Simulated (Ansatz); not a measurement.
Input, command and steps of an Ansatz relaxation.

```yaml
crystal:
  lattice:
    - [0.0, 3.0264422118, 3.0264422118]
    - [3.0264422118, 0.0, 3.0264422118]
    - [3.0264422118, 3.0264422118, 0.0]
  atoms:
    - { symbol: Al, position: [0.0, 0.0, 0.0] }
    - { symbol: As, position: [0.25, 0.25, 0.25] }
    - { symbol: As, position: [0.75, 0.75, 0.75] }
basis:
  ecutwfc: 500
kpoints:
  mp_grid: { grid: [6, 6, 6] }
hamiltonian:
  xc: r2scan
scf:
  occupations: { method: gaussian, width: 0.1 }
  lower_state_search: "off"
output:
  forces: true
  stress: true
  eigenvalues: true
relax:
  adjacent_minimum: "off"
  f_tol: 0.04
  max_steps: 70
  cell: { stress_tol: 0.4 }
```

```bash
ansatz run input.yaml --threads 1 --pin off --max-ram 2560MiB --backend cpu --events-out ev --progress --plain --runs-dir out
```

Theory: DFT r2SCAN, scalar-relativistic, plane waves, PAW (Ansatz 0.2.0).

Of 4 frames 4 are shown, positions in Å and forces in eV/Å; the SCF threshold varies from step to step. Steps run on the plane waves of an earlier cell, with a Pulay correction in the pressure. The basis is chosen afresh for the last frame, the zero of the energies, and at times for earlier ones too; energy and pressure step there, also at an unchanged geometry.

```xyz
3
Lattice="0.0000 3.0264 3.0264 3.0264 0.0000 3.0264 3.0264 3.0264 0.0000" Properties=species:S:1:pos:R:3:forces:R:3 pbc="T T T" step=1 free_energy_over_end_meV_per_atom=39.81 pressure_GPa=8.12
Al    0.0000    0.0000    0.0000    0.0000    0.0000    0.0000
As    1.5132    1.5132    1.5132    0.0000    0.0000    0.0000
As    4.5397    4.5397    4.5397    0.0000    0.0000    0.0000
3
Lattice="0.0000 3.1316 3.1316 3.1316 0.0000 3.1316 3.1316 3.1316 0.0000" Properties=species:S:1:pos:R:3:forces:R:3 pbc="T T T" step=2 free_energy_over_end_meV_per_atom=1.14 pressure_GPa=-1.04
Al    0.0000    0.0000    0.0000    0.0000    0.0000    0.0000
As    1.5658    1.5658    1.5658    0.0000    0.0000    0.0000
As    4.6975    4.6975    4.6975    0.0000    0.0000    0.0000
3
Lattice="0.0000 3.1189 3.1189 3.1189 0.0000 3.1189 3.1189 3.1189 0.0000" Properties=species:S:1:pos:R:3:forces:R:3 pbc="T T T" step=3 free_energy_over_end_meV_per_atom=0.18 pressure_GPa=-0.16
Al    0.0000    0.0000    0.0000    0.0000    0.0000    0.0000
As    1.5595    1.5595    1.5595    0.0000    0.0000    0.0000
As    4.6784    4.6784    4.6784    0.0000    0.0000    0.0000
3
Lattice="0.0000 3.1189 3.1189 3.1189 0.0000 3.1189 3.1189 3.1189 0.0000" Properties=species:S:1:pos:R:3:forces:R:3 pbc="T T T" step=4 free_energy_over_end_meV_per_atom=0.00 pressure_GPa=-0.16
Al    0.0000    0.0000    0.0000    0.0000    0.0000    0.0000
As    1.5595    1.5595    1.5595    0.0000    0.0000    0.0000
As    4.6784    4.6784    4.6784    0.0000    0.0000    0.0000
```

The start puts this composition into another compound's structure type, which needn't suit it. At the end the space group is Fm-3m (tolerance 0.05 Å).

Time: 22 s on 1 thread of Intel(R) Xeon(R) Platinum 8259CL CPU @ 2.50GHz (Skylake/Cascade Lake) (shared host), peak memory 0.6 GiB.

The k mesh is coarse.